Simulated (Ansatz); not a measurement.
## GdZr (P-6m2): U = 1 eV on Gd f

Theory: DFT, r2SCAN+U, PAW with Ansatz's default frozen-core files, scalar-relativistic (Ansatz).

Command: `ansatz run input.yaml --threads 1 --pin off --max-ram 3072MiB --backend cpu --events-out ev --progress --plain --runs-dir out`

```yaml
crystal:
  lattice:
    - [3.3939075271, 0.0, 0.0]
    - [-1.6969537635, 2.9392101365, 0.0]
    - [0.0, 0.0, 5.446174]
  atoms:
    - { symbol: Gd, position: [0.6666666667, 0.3333333333, 0.5], spin: 7.0 }
    - { symbol: Zr, position: [0.3333333333, 0.6666666667, 0.0] }
magnetization:
  spin_polarized: true
kpoints:
  mp_grid: { grid: [11, 11, 6] }
scf:
  occupations: { method: fermi_dirac, width: 0.05 }
hamiltonian:
  xc: r2scan
  pseudopotentials: { kind: paw }
  hubbard: { sites: [{ species: Gd, l: f, u_eff: 1 }] }
output:
  forces: true
  stress: true
  eigenvalues: true
  hubbard: { sites: [{ species: Gd, l: f }, { species: Zr, l: d }] }
  populations: true
```

The program prints:

```
Gd: projections on atomic orbitals take those of the free atom [Kr 4d10] 4f7 5s2 5p6 5d1 6s2, of charge +0.00 (hamiltonian.pseudopotentials.projection_atoms); the dataset's partial waves leave at most 2.5e-4 of an orbital's norm unspanned inside its sphere
Zr: projections on atomic orbitals take those of the free atom [Ar 3d10] 4s2 4p6 4d2 5s2, of charge +0.00 (hamiltonian.pseudopotentials.projection_atoms); the dataset's partial waves leave at most 4.4e-6 of an orbital's norm unspanned inside its sphere
Engine: ansatz 0.2.0
Pseudopotentials: kind: paw
Pseudopotential: Gd, paw, valence charge 18, recommended cutoff 500 eV (meta_gga), Gd.paw.azcp
Pseudopotential: Zr, paw, valence charge 12, recommended cutoff 500 eV (meta_gga), Zr.paw.azcp
Functional definition: r2SCAN
  parameter k0 = 0.174
  parameter k1 = 0.065
  parameter a1 = 4.9479
  exchange = r2scan_x(k0 = k0, k1 = k1, a1 = a1)
  correlation = r2scan_c
Crystal: 2 atoms, lattice volume = 54.328 Å³
Basis set: ecut = 500 eV, 1387 PW (Γ), exchange–correlation on 100×100×160 points (64 copies of the dense FFT grid, shifted against one another)
Bands: 23, of which v1, the nominal top of the filled ones, is band 15 counted from 1 (14 counted from 0)
Symmetry: 12 space group operations
Space group: P-6m2 (ITA 187), of the structure as read, at distance tolerance 3.8e-5 Å
Magnetic group: BNS 187.209 (UNI 1439), of the structure as read, at distance tolerance 3.8e-5 Å
k-points: 64 of 726 (time reversal used)
Non-local potential: Gd, projectors of the file, l = 0: 3, l = 1: 2, l = 2: 2, l = 3: 3
Non-local potential: Zr, projectors of the file, l = 0: 3, l = 1: 2, l = 2: 2, l = 3: 2
PAW form: soft (Blöchl's): semilocal exchange-correlation on the pseudo side does not see the compensation charge
PAW frozen core: Gd, regenerated for the run's functional (the file was generated under x = pbe(κ = 0.804, μ = 0.2195149727645171), c = pbe(β = 0.06672455060314922))
PAW frozen core: Zr, regenerated for the run's functional (the file was generated under x = pbe(κ = 0.804, μ = 0.2195149727645171), c = pbe(β = 0.06672455060314922))
PAW one-centre angular grid: Gd, 2702 points (default); XC on 224 Gauss nodes
PAW one-centre angular grid: Zr, 590 points (default); XC on 160 Gauss nodes
[...]
  atom   2  Zr     0.00000000     0.00000000    -0.00000000
  max |Σ_I F_I| component: 5.55e-17 eV/Å
--- Stress (GPa, compression-positive) ---
        0.596359       0.000000      -0.000000
        0.000000       0.596359      -0.000000
       -0.000000      -0.000000       0.297116
  P = ⅓ Tr σ = 0.4966 GPa (4.966 kbar)
--- Band table (eV; the first three rows and the last of 128) ---
  k-point 0 ↑: bands = ["-37.1009", "-33.2398", "-14.4755", "-14.1706", "-14.1706", "-9.9635", "-9.5790", "-9.5790", "7.6743", "7.8023", "7.8353", "7.8353", "7.8445", "7.8907", "7.8907", "7.9400", "10.5661", "14.6253", "14.6783", "14.6783", "14.9398", "15.4768", "15.4768"]
  k-point 1 ↑: bands = ["-37.1008", "-33.2402", "-14.4668", "-14.1704", "-14.1704", "-9.9814", "-9.5793", "-9.5793", "7.6834", "7.7990", "7.8362", "7.8362", "7.8909", "7.8909", "7.9400", "8.0594", "10.5182", "14.2956", "14.5969", "14.5969", "14.7502", "15.2741", "15.2741"]
  k-point 2 ↑: bands = ["-37.1005", "-33.2409", "-14.4494", "-14.1701", "-14.1701", "-10.0171", "-9.5799", "-9.5799", "7.6892", "7.7930", "7.8383", "7.8383", "7.8914", "7.8914", "7.9400", "8.6656", "10.2281", "13.8293", "14.2887", "14.5263", "14.5263", "14.9340", "14.9340"]
  k-point 63 ↓: bands = ["-37.1313", "-29.3162", "-14.6051", "-14.5617", "-14.5155", "-7.5957", "-7.3858", "-7.1120", "12.0877", "12.6760", "12.7343", "13.4790", "13.6241", "15.1391", "15.8172", "15.8471", "15.9927", "16.0097", "16.1631", "16.1771", "16.1893", "16.6047", "17.3257"]
Occupation matrices written to <dir>
--- Löwdin populations: 2 sites ---
  site symbol       q [e]    m [muB]
     0     Gd     18.1311     7.7029
     1     Zr     11.7479    -0.1641
  spilling = 0.004034 (of n_electrons = 30.000000)
--- Occupation matrices: 2 shells (run DFT+U table (all-electron-ortho-atomic); ε = 1.43e-3) ---
  Gd0 f_4F: site group D3h (-6m2)
  Gd0 f_4F up     Tr n = 6.9907  λ = 0.999 0.999 0.999 0.999 0.999 0.999 0.999  [7× z3 0.14 E''(0.29)]
  Gd0 f_4F dn     Tr n = 0.0312  λ = 0.001 0.002 0.002 0.004 0.006 0.006 0.010  [x(x2-3y2) 1.00 A2'(1.00) | 3× xz2 0.33 E'(0.67) | 2× z(x2-y2) 0.50 E''(1.00) | z3 1.00 A2''(1.00)]
  Zr1 d_4D: site group D3h (-6m2)
  Zr1 d_4D up     Tr n = 1.4273  λ = 0.260 0.260 0.293 0.307 0.307  [2× xz 0.50 E''(1.00) | z2 1.00 A1'(1.00) | 2× x2-y2 0.50 E'(1.00)]
  Zr1 d_4D dn     Tr n = 1.5921  λ = 0.249 0.249 0.316 0.316 0.463  [2× xz 0.50 E''(1.00) | 2× x2-y2 0.50 E'(1.00) | z2 1.00 A1'(1.00)]
  Tr n, λ and their labels are of the run-group-symmetrised matrices; stabiliser: 12 of 24 elements of G0×{1,Θ} (closed), max defect 5.8e-15 at τ = 3.0e-4
```

populations.tsv:

```
# site	symbol	l	j	q_up	q_dn
# orbitals = lowdin
# n_electrons = 30.000000
# spilling = 0.004034
# projection_atom_Gd: [Kr 4d10] 4f7 5s2 5p6 5d1 6s2
# projection_atom_Zr: [Ar 3d10] 4s2 4p6 4d2 5s2
0	Gd	0_5S	-	0.976960	0.979209
0	Gd	0_6S	-	0.402864	0.328882
0	Gd	1_5P	-	2.981482	2.958283
0	Gd	2_5D	-	1.562581	0.913037
0	Gd	3_4F	-	6.993086	0.034668
1	Zr	0_4S	-	0.973463	0.972128
1	Zr	0_5S	-	0.402189	0.407343
1	Zr	1_4P	-	2.988387	2.984758
1	Zr	2_4D	-	1.427844	1.591801
```

Site moments (μB): Gd1 7.40, Zr2 -0.13. Cell moment 7.55 μB.

The magnetic group in the log treats spin as a scalar label, without spin–orbit coupling.

The PAW files were made with PBE; the program remakes their cores once for the run's functional and then keeps them frozen. Spin–orbit coupling is left out although heavy atoms are present. In at least one run the program's final test of stability wasn't made or came to no verdict. With open f shells a run can end in a state that isn't the lowest. These are results for the start and cell typed. The real compound can order otherwise, in a larger cell, or not at all, since semilocal functionals at zero temperature often overstate magnetism.

It took 58 s on 1 thread of Arm Neoverse V2 (shared host), peak memory 0.67 GiB.
